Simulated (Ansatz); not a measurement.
CaO:
```
CELL_PARAMETERS angstrom
      3.98094     0.00000     0.00000
     -1.99047     3.44760     0.00000
      0.00000     0.00000     4.77007
ATOMIC_POSITIONS crystal
  Ca 0.33333 0.66667 0.75000
  O  0.66667 0.33333 0.75000
  Ca 0.66667 0.33333 0.25000
  O  0.33333 0.66667 0.25000
```

Relaxed with r²SCAN. Special points in fractions of this cell's reciprocal vectors: Γ (0.000, 0.000, 0.000); M (0.500, 0.000, 0.000); K (0.333, 0.333, 0.000); A (0.000, 0.000, 0.500); L (0.500, 0.000, 0.500); H (0.333, 0.333, 0.500).

Question: List the band energies nearest the valence-band maximum at these points for r²SCAN (plane waves, PAW; program Ansatz).

Answer: In eV from the valence-band maximum; about four levels below and three above (degenerate sets whole), none deeper than 8.9 eV; points with the same levels are listed once.

```
k                          below                          above
-  -----------------------------  -----------------------------
Γ         -1.16 -1.16 -1.09 0.00                 3.63 6.82 6.82
M        -0.85 -0.83 -0.58 -0.38                 5.15 5.80 5.88
K  -1.16 -1.16 -0.71 -0.71 -0.28                 4.49 4.58 7.92
A        -1.29 -1.29 -1.29 -1.29  5.47 5.47 8.49 8.49 8.49 8.49
L        -1.06 -1.06 -0.75 -0.75            5.85 5.85 8.01 8.01
H        -0.93 -0.93 -0.91 -0.91            5.24 5.24 8.16 8.16
```

Space group P6_3/mmc. The start of the workflow was typed in or built on a structure type; the Crystallography Open Database copy checked does not list it. It is not the phase usual at ambient conditions (space group No. 225). The r²SCAN relaxation kept the symmetry of its start; whether a distortion lowers the energy is not shown.

Potentials: the later of the program's two PAW sets.
